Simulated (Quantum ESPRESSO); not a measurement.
AuZr4PtRuRe, one composition in several site orders

A calculation, not a measurement. The program is pw.x of Quantum ESPRESSO 7.5 (plane-wave density functional theory). The cell is made up: eight metal atoms on a hexagonal close-packed lattice, with elements, volume, strain and displacements drawn at random and not relaxed, so it may be unstable or far from any real phase. PseudoDojo standard norm-conserving files set the functional (PBE unless stated); there is no spin polarisation or spin-orbit coupling, the Fermi-Dirac width of 0.25 eV means electrons at about 2900 K, and the masses in the input are unused placeholders. Heavy elements are run without spin-orbit coupling, which real alloys of them have. A spin test at this wide smearing found no moment, but such smearing suppresses magnetism that the real alloy may have.

The runs put one composition on the sites in different orders. Cell, positions, cutoff, mesh and smearing stay as in the input of run 1; sites are counted in its order. Stress in the tables is positive in tension.

Input of run 1:

```
&control calculation='scf', pseudo_dir='./dojo.nc.sr.pbe.v0_5.standard.upf', outdir='./o', disk_io='medium', tprnfor=.true., tstress=.true. /
&system ibrav=0, nat=8, ntyp=5, nbnd=75, ecutwfc=84.00895049, nosym=.true., tot_charge=0,
 occupations='smearing', smearing='fd', degauss=0.0183746611
/
&electrons conv_thr=1.470e-08, electron_maxstep=70, mixing_beta=0.5 /
ATOMIC_SPECIES
Au 1.0 Au.upf
Pt 1.0 Pt.upf
Re 1.0 Re.upf
Ru 1.0 Ru.upf
Zr 1.0 Zr.upf
CELL_PARAMETERS angstrom
0.0 0.0 4.9563
6.1326 0.0 0.0
-3.0663 5.311 0.0
ATOMIC_POSITIONS angstrom
Au -0.119 -0.0771 0.0003
Zr -1.5536 2.6799 -0.052
Zr 3.0864 0.0613 0.042
Zr 1.5444 2.601 0.109
Pt 0.0027 1.6307 2.4523
Ru -1.6025 4.4536 2.41
Zr 3.0211 1.7432 2.5137
Re 1.3978 4.4804 2.5145
K_POINTS automatic
5 5 5 1 1 1
```

```
run  elements on sites 1 to 8  free energy less that of run 1 (eV)  -TS (eV)  pressure (GPa)  stress xx (GPa)  stress yy (GPa)  stress zz (GPa)  stress yz (GPa)  stress xz (GPa)  stress xy (GPa)  iterations
  1   Au Zr Zr Zr Pt Ru Zr Re                                0.000    -1.921           -9.80             9.74            10.59             9.07            -0.02            -0.73             0.55          19
  2   Zr Au Ru Zr Zr Zr Re Pt                               -1.030    -1.955          -10.82            13.56            10.70             8.18             0.11             0.05             0.85          18
  3   Zr Zr Re Au Ru Pt Zr Zr                               -2.081    -1.835          -10.79            12.31            10.24             9.83            -0.13            -0.54             2.50          18
  4   Zr Re Zr Zr Ru Au Zr Pt                               -0.708    -1.941           -9.98            12.05             8.80             9.09             0.22            -0.56             0.61          18
  5   Au Pt Zr Zr Re Zr Zr Ru                               -0.754    -2.018           -9.83            13.16             9.00             7.33             0.41            -0.07            -1.06          18
  6   Pt Au Re Zr Zr Zr Ru Zr                               -1.065    -2.011          -10.41            10.41            10.19            10.62            -0.16             0.48            -0.63          19
```

Forces Fx Fy Fz (eV/Å):

```
site              run 1              run 2              run 3              run 4             run 5              run 6
   1    0.46 0.10 -0.05  -0.82 -0.15 -0.42     0.81 1.30 0.05    0.68 0.51 -0.22   0.28 0.50 -0.12     0.37 0.43 0.03
   2     1.09 0.79 0.07   -0.10 -0.16 0.12     1.64 0.04 0.20   -0.58 -0.90 0.07   0.37 -0.09 0.13   -0.01 -0.14 0.03
   3  -0.31 -1.52 -0.03   -0.46 0.54 -0.07     0.51 0.19 0.00  -0.14 -1.14 -0.20  1.22 -1.22 -0.38   -0.04 0.02 -0.11
   4   -1.22 0.85 -0.13    0.61 0.23 -0.40   -0.43 0.03 -0.42   -1.30 0.55 -0.33  -1.65 0.97 -0.29   1.00 -0.29 -0.59
   5    -0.21 0.13 0.12    -0.75 1.36 0.50    -0.64 0.07 0.03    -0.22 0.67 0.12    0.03 0.30 0.12    -0.90 0.26 0.34
   6    0.21 -0.25 0.02    1.66 -0.97 0.26   -0.17 -0.53 0.25    0.11 -0.53 0.31  -0.66 -1.23 0.35    0.27 -0.60 0.09
   7    0.01 0.06 -0.04   -0.35 -0.79 0.04  -0.77 -0.38 -0.12     1.26 0.92 0.27    0.70 0.62 0.27  -0.60 -0.09 -0.04
   8   -0.03 -0.15 0.04   0.22 -0.06 -0.03   -0.94 -0.72 0.01   0.18 -0.08 -0.02  -0.28 0.16 -0.09    -0.09 0.43 0.25
```

The sites are displaced and not relaxed, so the energy differences mix bonding between neighbours with strain and are not ordering energies. A rerun of one cell of this series at a higher cutoff and on a denser mesh moved values by no more than 0.004 eV in energy, 0.02 GPa in stress and 0.007 eV/Å in force, and a second program with other atomic files agreed on that cell to 2 % rms in force and 0.5 GPa in pressure.